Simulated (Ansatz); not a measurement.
Data:

MgTi₃N₃O:
```cif
data_MgN3OTi3
_chemical_formula_sum 'Ti3 N3 Mg1 O1'
_space_group_name_H-M_alt 'P4/mmm'
_space_group_IT_number 123
_space_group_name_Hall '-P 4 2'
_cell_length_a 2.96233
_cell_length_b 2.96233
_cell_length_c 8.55198
_cell_angle_alpha 90.000
_cell_angle_beta 90.000
_cell_angle_gamma 90.000
loop_
_atom_site_label
_atom_site_type_symbol
_atom_site_symmetry_multiplicity
_atom_site_Wyckoff_symbol
_atom_site_fract_x
_atom_site_fract_y
_atom_site_fract_z
_atom_site_occupancy
Ti1 Ti 2 g 0.00000 0.00000 0.23598 1
N1 N 2 h 0.50000 0.50000 0.25013 1
Ti2 Ti 1 c 0.50000 0.50000 0.00000 1
N2 N 1 a 0.00000 0.00000 0.00000 1
Mg1 Mg 1 d 0.50000 0.50000 0.50000 1
O1 O 1 b 0.00000 0.00000 0.50000 1
```

This is the PBEsol-relaxed structure.

### Question
All from plane-wave PAW PBEsol (Ansatz code), unless another level is named. Give the bulk modulus (Birch–Murnaghan fit).

### Answer
2370 kbar.

### Question
And the highest zone-centre frequency?

### Answer
616 cm⁻¹.

The start of the workflow was typed in or built on a structure type; neither database checked (COD, Materials Project) lists it. Its standing as an ambient phase is unchecked. The cell was relaxed with PBEsol under the symmetry of its start; its stability against distortions is not shown here. The workflow began spin-polarised and lost its moments. The compound may be a true metal, but semilocal functionals without U, or a wrong spin order, can also close a gap. As this level gives no gap, phonon frequencies hold no LO–TO term and depend on the k-mesh and smearing (Fermi–Dirac, 0.1 eV here).

Potentials: the earlier of the program's two PAW sets. The files were generated under PBE; for other functionals the program regenerates the frozen cores, and for LDA and PBEsol the local potential too.
